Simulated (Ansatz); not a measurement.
Theory: DFT, BLYP, plane waves (420 eV) with PAW, scalar-relativistic (Ansatz 0.2.0). The PAW files were generated under PBE, with cores re-solved for the functional.

An element in the bcc structure gives this curve. The cell is scaled uniformly from the relaxed one, with fractional coordinates and shape fixed. Energies are extrapolated to zero smearing, pressures are those at the given smearing. Magnetic state: spin not included.

```tsv
V (Å³/atom)	E − E₀ (meV/atom)	P (GPa)
13.971	232.9	45.48
14.606	93.5	26.55
15.241	20.7	11.73
15.876	0.0	0.13
16.511	19.9	-8.93
17.146	71.6	-15.96
17.781	147.8	-21.38
```

(1) Which element is it?
A. aluminium
B. titanium
C. tungsten
D. iridium

Answers

(1) D. Its fit is V₀ = 15.86 Å³/atom, B₀ = 257 GPa, B₀′ = 5.2.
